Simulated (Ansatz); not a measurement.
BN in space group Fmm2 (No. 42; B on 4a, N on 4a), r²SCAN+D4 (plane waves, PAW; program Ansatz). The conduction-band minimum lies at T, with 1 equivalent valley. Second derivatives d²E/dk² of the lowest band at one valley (eV·Å²), along Cartesian directions:

| direction | d²E/dk² |
|---|---|
| [100] | 3.405 |
| [010] | 10.37 |
| [001] | 35.27 |
| [110] | 6.886 |
| [101] | 19.34 |
| [011] | 22.82 |

**Question.** Find the principal effective masses, the density-of-states mass and the conductivity mass.

**Answer.** Off-diagonal terms follow from H_xy = H[110] − (H_xx + H_yy)/2, and m*/mₑ = 7.620 eV·Å² over each eigenvalue: 0.22, 0.73, 2.2. One valley's DOS mass (m₁m₂m₃)^(1/3) = 0.71, conductivity mass 3/(Σ 1/mᵢ) = 0.47 mₑ.

**Question.** What effective density of states Nc follows at 300 K for parabolic valleys?

**Answer.** Nc = 2.509e19 × 1 × (0.71)^(3/2) ≈ 1.5e19 cm⁻³.

The first step of the workflow began from a Materials Project structure, measured or hypothetical; the Crystallography Open Database copy checked does not list it. It is not the phase usual at ambient conditions (space group No. 186, 194, 216). The r²SCAN+D4 relaxation kept the symmetry of its start; whether a distortion lowers the energy is not shown.

Potentials: the later of the program's two PAW sets.

Edges and masses are those of Kohn–Sham bands, whose gap is no quasiparticle gap.
